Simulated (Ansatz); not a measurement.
One starting cell of Co (a generated cell, Co built in the hcp structure type) was relaxed twice with Ansatz (plane waves, PAW, scalar-relativistic): with PBEsol at 420 eV and with PBE at 420 eV. The PBEsol result:

```yaml
crystal:
  lattice:
    - [2.45727, 0.00000, 0.00000]
    - [-1.22864, 2.12806, 0.00000]
    - [0.00000, 0.00000, 3.96861]
  atoms:
    - { symbol: Co, position: [0.33333, 0.66667, 0.75000] }
    - { symbol: Co, position: [0.66667, 0.33333, 0.25000] }
```

```tsv
quantity	PBEsol	PBE
space group	P6₃/mmc	P6₃/mmc
volume (Å³/atom)	10.38	___
a (Å)	2.457	___
c (Å)	3.969	___
gap (eV, no spin-orbit coupling)	0.00	___
spin order	ferromagnetic	___
net moment (μB/atom)	1.58	___
```

What does PBE give for the same quantities?


- volume (Å³/atom), PBE: 10.86
- a (Å), PBE: 2.494
- c (Å), PBE: 4.032
- gap (eV, no spin-orbit coupling), PBE: 0.00
- spin order, PBE: ferromagnetic
- net moment (μB/atom), PBE: 1.61

Both levels end in the same structure; PBE's volume is 4.6 % larger. Neither column is exact.

Spin states reached: ferromagnetic; spin orders were not searched systematically.

The run could not lose the symmetry of its start; a randomly shaken copy of 2 atoms returns to this structure.

All atoms sit on sites fixed by symmetry, so only the cell could relax.

Ansatz is a program for electronic structure.
